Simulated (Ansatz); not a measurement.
**Structures of BaBi: which is lowest?**

Plane-wave DFT in Ansatz with scalar-relativistic PAW potentials, cutoff 420 eV, Γ-centred meshes chosen by cell and gap, Gaussian smearing with energies taken to zero width. Every cell was relaxed (cell and atoms) in a run of its own, within the symmetry of its start. Functional: PBE.

Relaxed structures (starts from databases or built by putting these elements on another compound's sites):
A. Fd-3m, 4 atoms in the computed cell, a = 8.497 Å; sites (symmetry × multiplicity) Ba -43m × 8, Bi -43m × 8; start: built
B. Pm-3m, 2 atoms in the computed cell, a = 4.328 Å; sites (symmetry × multiplicity) Ba m-3m × 1, Bi m-3m × 1; start: built

Question: Rank them by energy. Could pressure change the order?

Answer:
| structure | group | E − E(lowest) (meV/atom) | V (Å³/atom) | gap on mesh (eV) |
| --- | --- | --- | --- | --- |
| B | Pm-3m | 0.0 | 40.54 | 0.00 |
| A | Fd-3m | 334 | 38.35 | 0.00 |

B is lowest, 334 meV/atom under A. A is denser by 2.19 Å³/atom, so pressure favours it: ΔE/ΔV, with ΔE in eV and 1 eV/Å³ = 160.2 GPa, gives about 24 GPa for equal enthalpy if both cells were rigid; at such pressures compression changes ΔV much, so this is a scale only. Other structures may lie lower than all of these, and vibrations aren't counted.

Spin-orbit coupling is left out, which matters for the bands of heavy elements. For Tl, Pb and Bi spin-orbit coupling shifts energies too.